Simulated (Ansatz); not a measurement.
One crystal and one scan (energy against volume) at two levels, r2SCAN (plane waves to 500 eV, PAW, scalar-relativistic; Ansatz, a quantum-chemistry and plane-wave program) and PBE (plane waves to 420 eV, PAW, scalar-relativistic; Ansatz), each from its own relaxed cell and on its own mesh. The cell shown is that of r2SCAN.

CuAu (CuAu type, space group P4/mmm)

```
CELL_PARAMETERS angstrom
      2.86058     0.00000     0.00000
      0.00000     2.86058     0.00000
      0.00000     0.00000     3.55181
ATOMIC_POSITIONS crystal
  Cu 0.50000 0.50000 0.50000
  Au 0.00000 0.00000 0.00000
```

This relaxed cell (volume V₀) is scaled evenly in all directions, its shape held. Symmetry pins the atoms to their sites.

The energy includes the smearing's −TS. CuAu is run without spin polarisation. CuAu was relaxed with its symmetry unable to fall. Spin-orbit coupling is left out, though Au is heavy. With the shape held, the modulus is that of even scaling; a crystal free to change shape is softer. Percentages come from the unrounded values. Both scans cover V/V₀ from 0.940 to 1.060.

Results of r2SCAN:

```
Item                                                                         Result
---------------------------------------------------------------------------  ------
Lattice constant a (Å)                                                        2.861
Lattice constant c (Å)                                                        3.552
Relaxed volume (Å³/atom)                                                      14.53
Pressure at the smallest volume (GPa)                                          11.6
Energy cost of the largest compression (meV/atom)                                29
Energy cost of the largest expansion (meV/atom)                                  23
Bulk modulus at fixed cell shape B₀ (third-order Birch-Murnaghan fit) (GPa)   158.0
Pressure for 5 % compression (fit) (GPa)                                        9.3
```

Q: What does PBE give for the same quantities?

A: 
```json
[
 {"quantity": "Lattice constant a (Å)", "PBE": "2.882", "r2SCAN − PBE": "-0.021 (-0.7 %)"},
 {"quantity": "Lattice constant c (Å)", "PBE": "3.615", "r2SCAN − PBE": "-0.063 (-1.7 %)"},
 {"quantity": "Relaxed volume (Å³/atom)", "PBE": "15.01", "r2SCAN − PBE": "-0.48 (-3.2 %)"},
 {"quantity": "Pressure at the smallest volume (GPa)", "PBE": "10.3", "r2SCAN − PBE": "+1.3 (+12 %)"},
 {"quantity": "Energy cost of the largest compression (meV/atom)", "PBE": "27", "r2SCAN − PBE": "+2 (+9 %)"},
 {"quantity": "Energy cost of the largest expansion (meV/atom)", "PBE": "21", "r2SCAN − PBE": "+2 (+9 %)"},
 {"quantity": "Bulk modulus at fixed cell shape B₀ (third-order Birch-Murnaghan fit) (GPa)", "PBE": "140.9", "r2SCAN − PBE": "+17.1 (+12 %)"},
 {"quantity": "Pressure for 5 % compression (fit) (GPa)", "PBE": "8.3", "r2SCAN − PBE": "+1.0 (+12 %)"}
]
```

r2SCAN gives the higher value for: pressure at the smallest volume; bulk modulus at fixed cell shape B₀; pressure for 5 % compression. r2SCAN gives the lower value for: lattice constant a; lattice constant c; relaxed volume.

(A scan under strain: stresses follow from slopes of the energy per volume, elastic moduli from its curvatures.)
